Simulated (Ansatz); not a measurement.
## CsH: moving Cs off its site

CsH, Fm-3m, a = 6.376 Å (as given, not relaxed at this level: 0.0 GPa). Ansatz: r2SCAN, PAW, 500 eV, Γ-centred 6×6×6 mesh on 2 atoms, Gaussian smearing 0.05 eV; no spin polarisation.

```xyz
2
Lattice="0.0000 3.1880 3.1880 3.1880 0.0000 3.1880 3.1880 3.1880 0.0000" Properties=species:S:1:pos:R:3 pbc="T T T"
Cs    0.0000    0.0000    0.0000
H     3.1880    3.1880    3.1880
```

Atom 1 (Cs) moves by x along the unit vector (0.000, 0.000, 1.000), with its periodic images; all else is held. y is the free energy of the cell over the start, F the force along the path summed over the moved atoms. Symmetry makes y even in x.

| x (Å) | y (meV) | F (eV/Å) |
| --- | --- | --- |
| -0.5000 | ? | ? |
| -0.2500 | 20.1 | 0.17 |
| 0.0000 | 0.0 | 0.00 |
| 0.0625 | 1.2 | -0.04 |
| 0.1250 | 4.8 | -0.08 |
| 0.1875 | 11.0 | -0.12 |
| 0.3125 | 32.6 | -0.23 |
| 0.3750 | 49.1 | -0.30 |
| 0.4375 | 70.3 | -0.38 |

Task: Fit y = c2 x² + c4 x⁴ to the energies of the other rows, give the force constant, and predict energy and force of the missing row.

Result: Least squares on the rows shown. y = 299.5 x² + 353.9 x⁴. The force constant is 2 c2 = 0.599 eV/Å² (for all images moving together, not for a lone atom). With two atoms in a cubic cell this is the optical mode at Γ without the LO field: ω = 521.5 √(2 c2/μ) = 404 cm⁻¹ for μ = 1.00 u. The force −dy/dx at the missing row is 0.48 eV/Å (computed 0.48). At x = -0.5000 the fit asked for gives 97.0 meV. The run gave 97.0 meV, the same to the digits shown.